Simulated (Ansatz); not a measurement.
MoRu3:
```xyz
4
Lattice="3.8091 0.0000 0.0000 0.0000 3.8091 0.0000 0.0000 0.0000 3.8091" Properties=species:S:1:pos:R:3 pbc="T T T"
Ru     0.0000     1.9046     1.9046
Ru     1.9046     1.9046     0.0000
Ru     1.9046     0.0000     1.9046
Mo     0.0000     0.0000     0.0000
```

Relaxed with PBEsol. Special points in fractions of this cell's reciprocal vectors: Γ (0.000, 0.000, 0.000); X (0.000, 0.500, 0.000); M (0.500, 0.500, 0.000); R (0.500, 0.500, 0.500).

List the band energies nearest the Fermi level at these points for DFT-PBEsol with spin–orbit coupling in the program Ansatz with PAW potentials.

In eV from the Fermi level; about four levels below and three above (degenerate sets whole), none deeper than 8.9 eV; points with the same levels are listed once.

| k | below | above |
|---|---|---|
| Γ | -2.26 -2.26 -2.26 -2.26 -2.07 -2.07 | 0.31 0.31 0.31 0.31 |
| X | -0.49 -0.49 -0.43 -0.43 | 0.23 0.23 0.35 0.35 |
| M | -0.20 -0.20 -0.11 -0.11 | 0.28 0.28 0.83 0.83 0.84 0.84 |
| R | -2.03 -2.03 -2.03 -2.03 | 1.00 1.00 1.29 1.29 1.30 1.30 1.30 1.30 |

Space group Pm-3m (Cu3Au type). A made-up cell: these elements were put on the sites of a structure type; neither database checked (COD, Materials Project) lists it. Whether it is the stable phase at ambient conditions was not checked. The cell was relaxed with PBEsol under the symmetry of its start; its stability against distortions is not shown here. No spin polarisation was allowed.

Potentials: the earlier of the program's two PAW sets. The files were generated under PBE; for other functionals the program regenerates the frozen cores, and for LDA and PBEsol the local potential too.
